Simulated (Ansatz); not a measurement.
PbS (rock salt), relaxed with r²SCAN+D4 (Ansatz, a program for electronic structure, plane waves, PAW): a = 5.9516 Å, b = 5.9516 Å, c = 5.9516 Å, α = 90.00°, β = 90.00°, γ = 90.00°.

| Quantity | Result |
|---|---|
| gap (eV) | 0.66 |
| ΔH_f (eV/atom) | -0.68 |
| electron conductivity mass (mₑ) | 0.17 |

Question: The same phase is relaxed and computed with PBE+D3(BJ) in the same code. What are the cell and these values now?

Answer: a = b = c = 5.9340 Å, α = β = γ = 90.00°.

- gap (eV) = 0.37
- ΔH_f (eV/atom) = -0.59
- electron conductivity mass (mₑ) = 0.14

All cells were relaxed under the symmetry of their starts (and spin orders); stability against distortions was not tested throughout. Spin–orbit coupling is left out wherever it is not named.

Potentials: the earlier of the program's two PAW sets.

Ansatz is a plane-wave DFT program.

Formation energies count from the lowest solids of the elements computed at the same level, not from gases.
